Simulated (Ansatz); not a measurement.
Input, command and steps of an Ansatz relaxation.

```yaml
crystal:
  lattice:
    - [3.9119262937, 0.0, 0.0]
    - [-1.9559631469, 3.3878275481, 0.0]
    - [0.0, 0.0, 4.9914522299]
  atoms:
    - { symbol: Si, position: [0.3333333333, 0.6666666667, 0.75] }
    - { symbol: Si, position: [0.6666666667, 0.3333333333, 0.25] }
    - { symbol: Ni, position: [0.0, 0.0, 0.0] }
    - { symbol: Ni, position: [0.0, 0.0, 0.5] }
    - { symbol: Ni, position: [0.3333333333, 0.6666666667, 0.25] }
    - { symbol: Ni, position: [0.6666666667, 0.3333333333, 0.75] }
basis:
  ecutwfc: 420
kpoints:
  mp_grid: { grid: [12, 12, 8] }
hamiltonian:
  xc: pbesol
scf:
  occupations: { method: gaussian, width: 0.1 }
output:
  forces: true
  stress: true
  eigenvalues: true
  write_density: true
  write_potential: true
  elf: true
  volumetric_format: npy
relax:
  adjacent_minimum: "off"
  f_tol: 0.005
  max_steps: 50
  cell: { stress_tol: 0.05 }
```

```bash
ansatz run input.yaml --threads 2 --pin off --max-ram 5120MiB --backend cpu --events-out ev --progress --plain --runs-dir out
```

Computed with DFT PBEsol, scalar-relativistic, plane waves, PAW in Ansatz.

Of 5 frames 5 are shown, positions in Å and forces in eV/Å; the SCF threshold varies from step to step. Steps run on the plane waves of an earlier cell, with a Pulay correction in the pressure. The basis is chosen afresh for the last frame, the zero of the energies, and at times for earlier ones too; energy and pressure step there, also at an unchanged geometry. Spin polarisation was left out; whether the Ni atoms would carry moments isn't shown by this run.

```xyz
6
Lattice="3.9119 0.0000 0.0000 -1.9560 3.3878 0.0000 0.0000 0.0000 4.9915" Properties=species:S:1:pos:R:3:forces:R:3 pbc="T T T" step=1 free_energy_over_end_meV_per_atom=10.15 pressure_GPa=-7.76
Si    0.0000    2.2586    3.7436    0.0000    0.0000    0.0000
Si    1.9560    1.1293    1.2479    0.0000    0.0000    0.0000
Ni    0.0000    0.0000    0.0000    0.0000    0.0000    0.0000
Ni    0.0000    0.0000    2.4957    0.0000    0.0000    0.0000
Ni    0.0000    2.2586    1.2479    0.0000    0.0000    0.0000
Ni    1.9560    1.1293    3.7436    0.0000    0.0000    0.0000
6
Lattice="3.8872 0.0000 0.0000 -1.9436 3.3664 0.0000 0.0000 0.0000 4.9488" Properties=species:S:1:pos:R:3:forces:R:3 pbc="T T T" step=2 free_energy_over_end_meV_per_atom=1.85 pressure_GPa=-3.52
Si    0.0000    2.2443    3.7116    0.0000    0.0000    0.0000
Si    1.9436    1.1221    1.2372    0.0000    0.0000    0.0000
Ni    0.0000    0.0000    0.0000    0.0000    0.0000    0.0000
Ni    0.0000    0.0000    2.4744    0.0000    0.0000    0.0000
Ni    0.0000    2.2443    1.2372    0.0000    0.0000    0.0000
Ni    1.9436    1.1221    3.7116    0.0000    0.0000    0.0000
6
Lattice="3.8673 0.0000 0.0000 -1.9336 3.3492 0.0000 0.0000 0.0000 4.9138" Properties=species:S:1:pos:R:3:forces:R:3 pbc="T T T" step=3 free_energy_over_end_meV_per_atom=-0.13 pressure_GPa=0.26
Si    0.0000    2.2328    3.6853    0.0000    0.0000    0.0000
Si    1.9336    1.1164    1.2284    0.0000    0.0000    0.0000
Ni    0.0000    0.0000    0.0000    0.0000    0.0000    0.0000
Ni    0.0000    0.0000    2.4569    0.0000    0.0000    0.0000
Ni    0.0000    2.2328    1.2284    0.0000    0.0000    0.0000
Ni    1.9336    1.1164    3.6853    0.0000    0.0000    0.0000
6
Lattice="3.8685 0.0000 0.0000 -1.9343 3.3503 0.0000 0.0000 0.0000 4.9166" Properties=species:S:1:pos:R:3:forces:R:3 pbc="T T T" step=4 free_energy_over_end_meV_per_atom=-0.14 pressure_GPa=-0.01
Si    0.0000    2.2335    3.6874    0.0000    0.0000    0.0000
Si    1.9343    1.1168    1.2291    0.0000    0.0000    0.0000
Ni    0.0000    0.0000    0.0000    0.0000    0.0000    0.0000
Ni    0.0000    0.0000    2.4583    0.0000    0.0000    0.0000
Ni    0.0000    2.2335    1.2291    0.0000    0.0000    0.0000
Ni    1.9343    1.1168    3.6874    0.0000    0.0000    0.0000
6
Lattice="3.8685 0.0000 0.0000 -1.9343 3.3503 0.0000 0.0000 0.0000 4.9166" Properties=species:S:1:pos:R:3:forces:R:3 pbc="T T T" step=5 free_energy_over_end_meV_per_atom=0.00 pressure_GPa=-0.01
Si    0.0000    2.2335    3.6874    0.0000    0.0000    0.0000
Si    1.9343    1.1168    1.2291    0.0000    0.0000    0.0000
Ni    0.0000    0.0000    0.0000    0.0000    0.0000    0.0000
Ni    0.0000    0.0000    2.4583    0.0000    0.0000    0.0000
Ni    0.0000    2.2335    1.2291    0.0000    0.0000    0.0000
Ni    1.9343    1.1168    3.6874    0.0000    0.0000    0.0000
```

Time: 52 s on 2 threads of Arm Neoverse V1, with other jobs on the host, peak memory 0.53 GiB.